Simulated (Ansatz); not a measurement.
An Ansatz (a first-principles code) run. Input:

Ansatz 0.2 input:
```yaml
crystal:
  lattice:
    - [5.6453475186, 0.0, 0.0]
    - [0.0, 5.6453475186, 0.0]
    - [0.0, 0.0, 5.6453475186]
  atoms:
    - { symbol: Hf, position: [0.6800431288, 0.8199568712, 0.1800431288] }
    - { symbol: Hf, position: [0.8199568712, 0.1800431288, 0.6800431288] }
    - { symbol: Hf, position: [0.1800431288, 0.6800431288, 0.8199568712] }
    - { symbol: Hf, position: [0.3199568712, 0.3199568712, 0.3199568712] }
    - { symbol: S, position: [0.917526061, 0.417526061, 0.082473939] }
    - { symbol: S, position: [0.582473939, 0.582473939, 0.582473939] }
    - { symbol: S, position: [0.417526061, 0.082473939, 0.917526061] }
    - { symbol: S, position: [0.082473939, 0.917526061, 0.417526061] }
    - { symbol: O, position: [0.4057301649, 0.5942698351, 0.0942698351] }
    - { symbol: O, position: [0.0942698351, 0.4057301649, 0.5942698351] }
    - { symbol: O, position: [0.9057301649, 0.9057301649, 0.9057301649] }
    - { symbol: O, position: [0.5942698351, 0.0942698351, 0.4057301649] }
kpoints:
  mp_grid: { grid: [4, 4, 4] }
  band_path:
    path:
      - [[0.0, 0.0, 0.0], [0.0, 0.5, 0.0], [0.5, 0.5, 0.0], [0.0, 0.0, 0.0], [0.5, 0.5, 0.5], [0.0, 0.5, 0.0]]  # Γ-X-M-Γ-R-X
      - [[0.5, 0.5, 0.5], [0.5, 0.5, 0.0], [0.5, 0.0, 0.0]]  # R-M-X_1
      - [VBM, CBM]
    npoints: 10
basis: { xc_grid: 2 }
hamiltonian:
  xc: pbesol
  pseudopotentials: { kind: paw }
magnetization: { noncollinear: true, spin_orbit: true }
scf:
  n_extra_bands: 24
  convergence: { dr2_threshold: 0.0000000001 }
  occupations: { method: gaussian, width: 0.01 }
checkpoint: { write: soc.run }
output: { eigenvalues: true }
```

Output (shortened):

```
Pseudopotential: Hf, paw_fr, valence charge 26
Pseudopotential: S, paw_fr, valence charge 6
Pseudopotential: O, paw_fr, valence charge 6
Functional definition: PBEsol
non-collinear run that drives no moment, with spin-orbit …
Crystal: 12 atoms, lattice volume = 179.917 Å³
Basis set: ecut = 420 eV, 3431 PW (Γ), exchange–correlation on 80×80×80 points (8 copies of the dense FFT grid, shifted against one another)
Bands: 176, of which v1, the nominal top of the filled ones, is band 152 counted from 1 (151 counted from 0)
Symmetry: 12 space group operations + 12 with time reversal
k-points: 11 of 64 (time reversal used)
Projection manifold: j_resolved (fully-relativistic pseudo-atomic orbitals)
SCF iter   1: F=—  HF=-68271.829881 eV  |F-HF|=—  |Δ(HF+E_count)|=         —  Δρ=8.46e-2  dr2=1.21e1  dr2_m=0.00e0 (ungated)  ethr=3.10e-3  |M|=0.00e0 ∫|m|=0.00e0 μB  |m|>n=0.0e0 m-floor=0.0e0 τ_xc=0.0e0  β_m=0.30  ⟨swp⟩=6.0  Hψ=8031  notcnv=0
preconditioner: auto → Resta (q_TF=auto, 2.653 Å⁻¹)
spin=Noncollinear: Resta preconditioning applied to the charge; magnetization (m_x, m_y, m_z) channels mix plain (no charge-response kernel on spin).
SCF iter   2: F=—  HF=-68269.567291 eV  |F-HF|=—  |Δ(HF+E_count)|=    2.26e0  Δρ=4.13e-2  dr2=2.86e0  dr2_m=0.00e0 (ungated)  ethr=3.10e-3  |M|=0.00e0 ∫|m|=0.00e0 μB  |m|>n=0.0e0 m-floor=0.0e0 τ_xc=0.0e0  β_m=0.40  ⟨swp⟩=2.2  Hψ=3471  notcnv=0  defer=167
SCF iter   3: F=—  HF=-68268.979019 eV  |F-HF|=—  |Δ(HF+E_count)|=   5.88e-1  Δρ=2.09e-2  dr2=7.48e-1  dr2_m=0.00e0 (ungated)  ethr=1.88e-3  |M|=0.00e0 ∫|m|=0.00e0 μB  |m|>n=0.0e0 m-floor=0.0e0 τ_xc=0.0e0  β_m=0.58  ⟨swp⟩=2.0  Hψ=2348  notcnv=0  defer=167
SCF iter   4: F=—  HF=-68268.840188 eV  |F-HF|=—  |Δ(HF+E_count)|=   1.39e-1  Δρ=5.06e-3  dr2=3.77e-2  dr2_m=0.00e0 (ungated)  ethr=4.92e-4  |M|=0.00e0 ∫|m|=0.00e0 μB  |m|>n=0.0e0 m-floor=0.0e0 τ_xc=0.0e0  β_m=0.74  ⟨swp⟩=3.0  Hψ=3670  notcnv=0  defer=167
SCF iter   5: F=—  HF=-68268.850768 eV  |F-HF|=—  |Δ(HF+E_count)|=   1.06e-2  Δρ=1.61e-3  dr2=4.82e-3  dr2_m=0.00e0 (ungated)  ethr=2.48e-5  |M|=0.00e0 ∫|m|=0.00e0 μB  |m|>n=0.0e0 m-floor=0.0e0 τ_xc=0.0e0  β_m=0.66  ⟨swp⟩=2.4  Hψ=3414  notcnv=0  defer=167
SCF iter   6: F=—  HF=-68268.846514 eV  |F-HF|=—  |Δ(HF+E_count)|=   4.25e-3  Δρ=4.49e-4  dr2=3.78e-4  dr2_m=0.00e0 (ungated)  ethr=3.17e-6  |M|=0.00e0 ∫|m|=0.00e0 μB  |m|>n=0.0e0 m-floor=0.0e0 τ_xc=0.0e0  β_m=0.75  ⟨swp⟩=2.0  Hψ=3538  notcnv=0  defer=167
SCF iter   7: F=—  HF=-68268.846832 eV  |F-HF|=—  |Δ(HF+E_count)|=   3.18e-4  Δρ=2.18e-4  dr2=7.23e-5  dr2_m=0.00e0 (ungated)  ethr=2.49e-7  |M|=0.00e0 ∫|m|=0.00e0 μB  |m|>n=0.0e0 m-floor=0.0e0 τ_xc=0.0e0  β_m=0.88  ⟨swp⟩=2.0  Hψ=3441  notcnv=0  defer=167
SCF iter   8: F=—  HF=-68268.846888 eV  |F-HF|=—  |Δ(HF+E_count)|=   5.68e-5  Δρ=3.40e-5  dr2=1.98e-6  dr2_m=0.00e0 (ungated)  ethr=4.76e-8  |M|=0.00e0 ∫|m|=0.00e0 μB  |m|>n=0.0e0 m-floor=0.0e0 τ_xc=0.0e0  β_m=0.91  ⟨swp⟩=2.0  Hψ=3441  notcnv=0  defer=167
SCF iter  13: F=-68268.846723 eV  HF=-68268.846723 eV  |F-HF|=0.00e0  |Δ(HF+E_count)|=  1.46e-11  Δρ=8.88e-8  dr2=1.23e-11  dr2_m=0.00e0 (ungated)  ethr=1.00e-12  |M|=0.00e0 ∫|m|=0.00e0 μB  |m|>n=0.0e0 m-floor=0.0e0 τ_xc=0.0e0  ⟨swp⟩=10.3  Hψ=6841  notcnv=0
SCF 1 converged in 13 iterations: F = -68268.846723 eV  dr2 = 1.23e-11
NSCF: frozen V_eff on 24 k-points
NSCF: frozen V_eff on 24 k-points
NSCF: frozen V_eff on 24 k-points
NSCF: frozen V_eff on 24 k-points
NSCF: frozen V_eff on 2 k-points
NSCF: frozen V_eff on 3 k-points
NSCF: frozen V_eff on 13 k-points
NSCF: frozen V_eff on 11 k-points
NSCF: frozen V_eff on 24 k-points
NSCF: frozen V_eff on 4 k-points
NSCF: frozen V_eff on 11 k-points
NSCF: frozen V_eff on 14 k-points
NSCF: frozen V_eff on 10 k-points
NSCF: frozen V_eff on 83 k-points
SCF converged after 13 iterations
Magnetization: |M| = 0.0000 μB,  M = (+0.0000, +0.0000, +0.0000) μB
Absolute magnetization: 0.0000 μB (∫|m|)
  site 0: m = (+0.0000, +0.0000, +0.0000) μB, |m| = 0.0000 μB  (R = 0.85 Å)
  site 1: m = (+0.0000, +0.0000, +0.0000) μB, |m| = 0.0000 μB  (R = 0.85 Å)
  site 2: m = (+0.0000, +0.0000, +0.0000) μB, |m| = 0.0000 μB  (R = 0.85 Å)
  site 3: m = (+0.0000, +0.0000, +0.0000) μB, |m| = 0.0000 μB  (R = 0.85 Å)
  site 4: m = (+0.0000, +0.0000, +0.0000) μB, |m| = 0.0000 μB  (R = 1.06 Å)
  site 5: m = (+0.0000, +0.0000, +0.0000) μB, |m| = 0.0000 μB  (R = 1.06 Å)
  site 6: m = (+0.0000, +0.0000, +0.0000) μB, |m| = 0.0000 μB  (R = 1.06 Å)
  site 7: m = (+0.0000, +0.0000, +0.0000) μB, |m| = 0.0000 μB  (R = 1.06 Å)
  site 8: m = (+0.0000, +0.0000, +0.0000) μB, |m| = 0.0000 μB  (R = 0.85 Å)
  site 9: m = (+0.0000, +0.0000, +0.0000) μB, |m| = 0.0000 μB  (R = 0.85 Å)
  site 10: m = (+0.0000, +0.0000, +0.0000) μB, |m| = 0.0000 μB  (R = 0.85 Å)
  site 11: m = (+0.0000, +0.0000, +0.0000) μB, |m| = 0.0000 μB  (R = 0.85 Å)
Free energy (F): -68268.846723 eV
Harris-Foulkes:  -68268.846723 eV  (|F-HF|=0.00e0)
Internal energy: -68268.846723 eV  (E = F + TS)
E sigma→0 (E₀):  -68268.846723 eV
Fermi energy:    14.547936 eV
--- Per-component energies (eV) ---
  E_band       = -249.779860
  E_kinetic    = 2816.250452
  E_local      = -26819.458440  (includes V_loc(G=0)·N_el)
  E_nonlocal   = -4648.916894
  E_hartree    = 12331.776571
  E_xc         = -1866.876350
  E_vxc        = -1789.296403  (∫ρ·V_xc dr)
  E_paw        = -30243.972090  (= ΣΔE_a)
  E_vpaw       = 5528.078530  (= ΣTr[D̂ρ^β])
  E_aug_tail   = 0.009938  (compensation charges beyond the density's cutoff)
  E_ewald      = -19843.073342
  E_core_change = 5.413432  (= ΣΔE_core)
  E_smearing   =  0.000000  (= −TS)
  E_closure    = 0.000000  (closes the sum)
  Σ components = -68268.846723   (vs F -68268.846723, Δ=0.00e0)
  [band-id]    e_kinetic+e_local+e_nonlocal+2·e_hartree+e_vxc+e_vpaw+e_augmentation_tail = -249.779676   (vs E_band -249.779860, Δ=1.84e-4)
--- Band table (eV; the first three rows and the last of 11) ---
  k-point 0: bands = ["-48.3103", "-48.3103", "-48.2993", "-48.2993", "-48.2993", "-48.2993", "-48.2993", "-48.2993", "-22.7428", "-22.7428", "-22.7157", "-22.7157", "-22.7157", "-22.7157", "-22.6523", "-22.6523", "-15.2947", "-15.2947", "-15.2947", …
  k-point 1: bands = ["-48.3091", "-48.3091", "-48.3022", "-48.3022", "-48.2990", "-48.2990", "-48.2981", "-48.2981", "-22.7485", "-22.7295", "-22.7293", "-22.7213", "-22.7024", "-22.7012", "-22.6607", "-22.6605", "-15.3465", "-15.3209", "-15.2497", …
  k-point 2: bands = ["-48.3059", "-48.3059", "-48.3059", "-48.3059", "-48.2982", "-48.2982", "-48.2982", "-48.2982", "-22.7425", "-22.7425", "-22.7227", "-22.7227", "-22.6817", "-22.6817", "-22.6801", "-22.6801", "-15.3457", "-15.3457", "-15.1852", …
  k-point 10: bands = ["-48.3021", "-48.3021", "-48.3021", "-48.3021", "-48.3021", "-48.3021", "-48.3021", "-48.3021", "-22.7209", "-22.7209", "-22.7024", "-22.7024", "-22.7024", "-22.7024", "-22.7024", "-22.7024", "-15.2128", "-15.2128", "-15.2128", …
```

Cost: very roughly 30 core-minutes on shared cores.

Space group P2_13. The workflow started from a Materials Project entry (that database holds measured and hypothetical structures alike); the Crystallography Open Database copy checked does not list it. Whether it is the stable phase at ambient conditions was not checked. The cell was relaxed with PBEsol under the symmetry of its start; whether a distortion lowers the energy is not shown. No spin polarisation was allowed.

Potentials: the later of the program's two PAW sets.

Ansatz is a plane-wave DFT program.
